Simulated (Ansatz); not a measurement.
Starting cell, Zr (hcp, Mg type):

```
CELL_PARAMETERS angstrom
      6.46319     0.00000     0.00000
     -1.61580     2.79864     0.00000
      0.00000     0.00000     5.17363
ATOMIC_POSITIONS crystal
  Zr 0.16667 0.66667 0.75000
  Zr 0.66667 0.66667 0.75000
  Zr 0.33333 0.33333 0.25000
  Zr 0.83333 0.33333 0.25000
```

A phonon eigenvector at M = (0.5, 0.0, 0.0) is frozen into this cell: atom i moves by Q times the vector below, so Q is the largest atomic displacement, in Å. The cell is held. (q is in reciprocal vectors of the primitive cell; the cell shown is doubled to hold the pattern.)

| atom | x | y | z |
|---|---|---|---|
| Zr1 | 0.000 | 0.000 | 1.000 |
| Zr2 | 0.000 | 0.000 | -1.000 |
| Zr3 | 0.000 | 0.000 | 1.000 |
| Zr4 | 0.000 | 0.000 | -1.000 |

Calculation: PBE (plane waves to 420 eV, PAW, scalar-relativistic; Ansatz, an electronic-structure program). k mesh 17×17×9 (Γ-centred), Fermi-Dirac smearing 0.05 eV. E stands for the smeared free energy. With partly filled bands, energies and forces of such displacements shift with the k mesh and the smearing. The PAW data are Ansatz's earlier set. Zr is run without spin polarisation. Zr was relaxed with its symmetry unable to fall. The zero of ΔE is the undisplaced structure. The last digit holds for this mesh only.

```csv
Q (Å),ΔE (meV/cell)
-0.180,withheld
-0.150,97.6
-0.120,61.1
-0.090,33.9
-0.060,14.9
-0.030,3.7
0.000,0.0
0.030,3.7
0.060,14.9
0.090,33.9
0.120,61.1
0.150,97.6
0.180,withheld
```

Problem. Fit an even polynomial form (powers 2, 4) to the given rows and predict ΔE at Q = -0.180.

Solution. Least squares on the 11 given rows: ΔE = (4090)·Q² + (10960)·Q⁴, in meV/cell with Q in Å; root-mean-square residual 0.04 meV/cell. At -0.180 the fit gives 144.0 meV/cell; the calculation gives 145.5 meV/cell, so the extrapolation is off by -1.5 (-1.0 %). The quadratic term alone would give 132.5 meV/cell.

(A displaced cell: forces are minus the slopes of the energy, force constants its curvatures, and phonons follow from these.)
